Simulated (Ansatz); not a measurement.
How much do the gradients of BiTe depend on the method?

Cell: a COD entry whose atoms were relaxed with PBE, the cell held.

```cif
data_BiTe
_symmetry_space_group_name_H-M 'P-3m1'
_symmetry_Int_Tables_number 164
_cell_length_a 4.4230
_cell_length_b 4.4230
_cell_length_c 24.0020
_cell_angle_alpha 90.000
_cell_angle_beta 90.000
_cell_angle_gamma 120.000
loop_
_atom_site_label
_atom_site_type_symbol
_atom_site_symmetry_multiplicity
_atom_site_Wyckoff_symbol
_atom_site_fract_x
_atom_site_fract_y
_atom_site_fract_z
Bi1 Bi 2 c 0.0000 0.0000 0.1248
Bi3 Bi 2 d 0.3333 0.6667 0.2917
Bi5 Bi 2 d 0.6667 0.3333 0.4649
Te7 Te 2 d 0.3333 0.6667 0.0536
Te9 Te 2 d 0.6667 0.3333 0.2088
Te11 Te 2 c 0.0000 0.0000 0.3638
```

One atom of each set is listed.

First run. Computed with Ansatz: DFT, PBE, plane waves and PAW, scalar-relativistic, 420 eV cutoff, Γ-centred 9×9×2 k-points, Fermi–Dirac smearing 0.05 eV.

| site | V_zz (10²¹ V/m²) | η |
| --- | --- | --- |
| Bi1 | 0.44 | 0.00 |
| Bi3 | 2.23 | 0.00 |
| Bi5 | 6.37 | 0.00 |
| Te7 | -1.69 | 0.00 |
| Te9 | 7.97 | 0.00 |
| Te11 | 0.39 | 0.00 |

Second run. The same atoms and settings, except that the functional is r2SCAN and the cutoff is 500 eV.

Task: Given the first result, estimate the second.

Result: 

| site | V_zz | η | change of V_zz |
| --- | --- | --- | --- |
| Bi1 | 0.87 | 0.00 | +0.43 |
| Bi3 | 2.79 | 0.00 | +0.56 |
| Bi5 | 4.49 | 0.00 | -1.88 |
| Te7 | -3.02 | 0.00 | -1.33 |
| Te9 | 8.03 | 0.00 | +0.06 |
| Te11 | -0.57 | 0.00 | -0.96 |

The largest change of V_zz is on Bi5, from 6.37 to 4.49. In per cent, |V_zz| changes by -30 to +25 on Bi, +1 to +79 on Te (all sites that start above 0.5). V_zz changes sign on Te11 (same axis).

Spin–orbit coupling is left out, which shifts gradients on Bi by a few per cent in wide-gap crystals, and can shift them far more where the calculated gap is small or absent, as here.
For the first run: With a gap of 0.13 eV under a smearing of 0.05 eV the band edges are partly filled, so small gradients can hang on the smearing and the k-mesh.
For the second run: The largest force is 0.3 eV/Å, so the atoms aren't at the calculated equilibrium and relaxing them would move these values. With a gap of 0.11 eV under a smearing of 0.05 eV the band edges are partly filled, so small gradients can hang on the smearing and the k-mesh.
